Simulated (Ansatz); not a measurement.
This run works on a generated trial structure, not on a known crystal.

Input and command of a plane-wave DFT calculation in Ansatz:

```yaml
crystal:
  lattice:
    - [4.05077903, 0.0, 0.0]
    - [0.0, 4.05077903, 0.0]
    - [0.0, 0.0, 9.15142501]
  atoms:
    - { symbol: Be, position: [0.5, 0.0, 0.74961799] }
    - { symbol: Be, position: [0.0, 0.5, 0.25038201] }
    - { symbol: Zn, position: [0.0, 0.0, 0.5] }
    - { symbol: Zn, position: [0.0, 0.0, 0.0] }
    - { symbol: Zn, position: [0.5, 0.5, 0.5] }
    - { symbol: Te, position: [0.0, 0.5, 0.75254071] }
    - { symbol: Te, position: [0.5, 0.0, 0.24745929] }
    - { symbol: Te, position: [0.5, 0.5, 0.0] }
basis:
  ecutwfc: 420
kpoints:
  mp_grid: { grid: [4, 4, 2] }
hamiltonian:
  xc: pbe
scf:
  occupations: { method: gaussian, width: 0.2 }
  lower_state_search: "off"
output:
  forces: true
  stress: true
  eigenvalues: true
relax:
  adjacent_minimum: "off"
  f_tol: 0.08
  max_steps: 16
  cell: { stress_tol: 0.8 }
```

```bash
ansatz run input.yaml --threads 1 --pin off --max-ram 2560MiB --backend cpu --events-out ev --progress --plain --runs-dir out
```

Processor: Intel(R) Xeon(R) Gold 6455B (Sapphire Rapids), 1 thread, on a host shared with other jobs.

Problem. How long does it run, and how much memory does it take?

Solution. About 79 s, peak memory 0.48 GiB. It solves 53 bands at 12 k points (after reduction by symmetry) with about 3787 plane waves (on the last cell), in 107 SCF iterations over 13 ionic steps.
